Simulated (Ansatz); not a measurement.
Zr (hcp (Mg type), space group No. 194) at seven volumes, plane-wave PAW r²SCAN (Ansatz code), shape and atoms relaxed at each. One row is withheld.

| V (Å³/atom) | P (GPa) |
|---|---|
| 21.397 | 10.35 |
| 22.102 | ? |
| 22.808 | 3.05 |
| 23.513 | 0.01 |
| 24.219 | -2.69 |
| 24.924 | -5.07 |
| 25.629 | -7.16 |

Task: Fit the shown pressures and predict the withheld one.

Result: P = (3/2)B₀(x^(7/2) − x^(5/2))[1 + (3/4)(B′ − 4)(x − 1)] with x = (V₀/V)^(2/3). Least squares on the six rows gives V₀ = 23.515 Å³/atom, B₀ = 95.2 GPa, B′ = 3.06. At V = 22.102, x = 1.0422 and P = 6.48 GPa. The run itself gave 6.49 GPa.

Space group P6_3/mmc (hcp (Mg type)). Symmetry was held in the r²SCAN relaxation; of distortions, only those at the zone centre were tested. The run is not spin-polarised.

Potentials: the earlier of the program's two PAW sets.
